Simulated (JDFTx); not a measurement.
| Item | Value |
|---|---|
| surface | Be(1 0 -1 0) |
| bulk | Be, P6_3/mmc, lattice of mp-87 (not re-optimised) |
| slab | 10 atoms in 10 planes, 1x1, 8.3 Å between the outermost planes |
| in-plane cell | 2.265 × 3.574 Å, 8.09 Å² |
| cell height | 24.5 Å |
| sampling | 10×6×1 k mesh, Fermi smearing 0.01 Ha, no spin polarisation |

Method: PBE, GBRV ultrasoft potentials, plane waves to 20/100 Ha, in JDFTx (a modified build). Liquid: CANDLE, water, 2 M NaF. Between zero charge and 0.69 V from it the run gives σ = 11.4 μC/cm², a mean capacitance of 16.5 μF/cm². The liquid has ε = 78.4, a 1:1 salt at 2 M with linear (Debye) response, and T = 298 K.

Worked example: the Debye length, the diffuse-layer capacitance, and the inner capacitance that is left when the two stand in series.

Each ion has density c = 2 × 6.022×10⁻⁴ = 1.204e-03 Å⁻³. λ² = ε kT / (8π (e²/4πε₀) c) with kT = 0.02568 eV and e²/4πε₀ = 14.40 eV Å gives λ = 2.15 Å; the log prints 2.15 Å. C_diffuse = ε₀ε/λ = 323 μF/cm². Then 1/C_inner = 1/16.5 − 1/323, so C_inner = 17.4 μF/cm², which equals a vacuum gap of ε₀/C_inner = 0.51 Å. The diffuse layer takes 5 % of the potential drop; the rest lies between the electrode's charge and the onset of the dielectric, with the electrode's own (quantum) capacitance in it. The split is a model: in the calculation solvent and ions share one smooth cavity.
